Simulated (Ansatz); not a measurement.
# BaNaAlS3: gradients before and after relaxing the atoms

Start: a measured structure from the Crystallography Open Database (COD), atoms as given.

```cif
data_BaNaAlS3
_symmetry_space_group_name_H-M 'Pnma'
_symmetry_Int_Tables_number 62
_cell_length_a 19.5950
_cell_length_b 8.8375
_cell_length_c 6.8748
_cell_angle_alpha 90.000
_cell_angle_beta 90.000
_cell_angle_gamma 90.000
loop_
_atom_site_label
_atom_site_type_symbol
_atom_site_symmetry_multiplicity
_atom_site_Wyckoff_symbol
_atom_site_fract_x
_atom_site_fract_y
_atom_site_fract_z
Na1 Na 4 b 0.5000 0.0000 0.0000
Na5 Na 4 c 0.3901 0.7500 0.7318
Ba Ba 8 d 0.3318 0.0098 0.2772
Al17 Al 4 c 0.1866 0.7500 0.2600
Al21 Al 4 c 0.4588 0.2500 0.6137
S25 S 8 d 0.3893 0.0581 0.7346
S33 S 4 c 0.2501 0.7500 0.5233
S37 S 4 c 0.4551 0.2500 0.2903
S41 S 4 c 0.2589 0.7500 0.0134
S45 S 4 c 0.4420 0.7500 0.2346
```

One atom of each set is listed.

Level of theory: DFT, PBE, plane waves and PAW, scalar-relativistic, 420 eV cutoff, Γ-centred 2×3×4 k-points, Fermi–Dirac smearing 0.02 eV (Ansatz 0.2.0).

The largest force at the start is 0.28 eV/Å. Relaxing the ions at fixed cell moves them by 0.039 Å at most (atom 38, S) and 0.021 Å rms.

```tsv
site	moved (Å)	first shell before	first shell after	V_zz before (10²¹ V/m²)	η before
Na1	0.000	6 S at 2.88–3.10 Å	6 S at 2.89–3.08 Å	-0.59	0.75
Na5	0.032	2 S at 2.72 Å; also 3 S at 3.04–3.22 Å	2 S at 2.71 Å; also 3 S at 3.01–3.22 Å	-1.04	0.93
Ba	0.003	7 S at 3.17–3.37 Å	7 S at 3.16–3.35 Å	-6.77	0.94
Al17	0.012	4 S at 2.20–2.26 Å	4 S at 2.21–2.28 Å	1.48	0.35
Al21	0.023	4 S at 2.21–2.33 Å	4 S at 2.22–2.34 Å	-2.48	0.86
S25	0.020	2 Al at 2.26–2.33 Å, angle 82°; also 2 Na at 2.72–2.88 Å	2 Al at 2.28–2.34 Å, angle 82°; also 2 Na at 2.71–2.89 Å	-4.81	0.33
S33	0.011	1 Al at 2.20 Å	1 Al at 2.21 Å	4.07	0.50
S37	0.039	1 Al at 2.22 Å	1 Al at 2.24 Å	5.48	0.13
S41	0.030	1 Al at 2.21 Å	1 Al at 2.23 Å	4.03	0.55
S45	0.015	1 Al at 2.21 Å	1 Al at 2.22 Å	5.21	0.01
```

(1) What are V_zz and η after the relaxation?

## Answers

(1) 

| site | V_zz after | η after | change of V_zz |
| --- | --- | --- | --- |
| Na1 | -0.56 | 0.79 | +0.03 |
| Na5 | -1.04 | 0.99 | 0.00 |
| Ba | -6.73 | 0.91 | +0.04 |
| Al17 | 1.45 | 0.38 | -0.03 |
| Al21 | -2.43 | 0.85 | +0.05 |
| S25 | -5.05 | 0.32 | -0.24 |
| S33 | 4.43 | 0.44 | +0.36 |
| S37 | 5.79 | 0.13 | +0.31 |
| S41 | 4.42 | 0.50 | +0.39 |
| S45 | 5.57 | 0.01 | +0.36 |

The largest change of V_zz is on S41, from 4.03 to 4.42. In per cent, |V_zz| changes by -5 to 0 on Na, -1 on Ba, -2 on Al, +5 to +10 on S (all sites that start above 0.5).

Without spin–orbit coupling (the program notes it for Ba) the gradients are little affected as a rule: paired runs on crystals with a gap mostly move them by under 2 % at such atoms.
